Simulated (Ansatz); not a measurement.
CsTlO:
Space group C2/m (No. 12); a = 14.2830 Å, b = 3.7838 Å, c = 6.6162 Å, α = 90.00°, β = 106.41°, γ = 90.00°

```csv
atom,site,symmetry,x,y,z
Cs,4i,m,0.1221,0.0000,0.3424
Tl,4i,m,0.3498,0.0000,0.1412
O,4i,m,0.2516,0.5000,0.2032
```
(The calculation used a cell of 6 atoms; values per cell refer to that cell.)

Relaxed at zero pressure with the program Ansatz at the r²SCAN level (PAW).

Question: The volume is lowered by 6 % and shape and atoms relax at that volume. What pressure results, and how do the axes share the change?

Answer: 1.5 GPa; a -3.0 %, b -1.6 %, c -1.6 %; the energy rises by 7 meV/atom.

Question: Give the new structure.

Answer: 
Space group C2/m (No. 12); a = 13.8474 Å, b = 3.7244 Å, c = 6.5095 Å, α = 90.00°, β = 106.18°, γ = 90.00°

```
atom  site  symmetry       x       y       z
----  ----  --------  ------  ------  ------
Cs      4i         m  0.1190  0.0000  0.3434
Tl      4i         m  0.3534  0.0000  0.1412
O       4i         m  0.2525  0.5000  0.2051
```

The phase is kept; no other phase was compared at this pressure.

The first step of the workflow began from a Materials Project structure, measured or hypothetical; the Crystallography Open Database copy checked does not list it. Whether it is the stable phase at ambient conditions was not checked. Symmetry was held in the r²SCAN relaxation; its stability against distortions is not shown here. Spin–orbit coupling is left out wherever it is not named.

Potentials: the later of the program's two PAW sets.
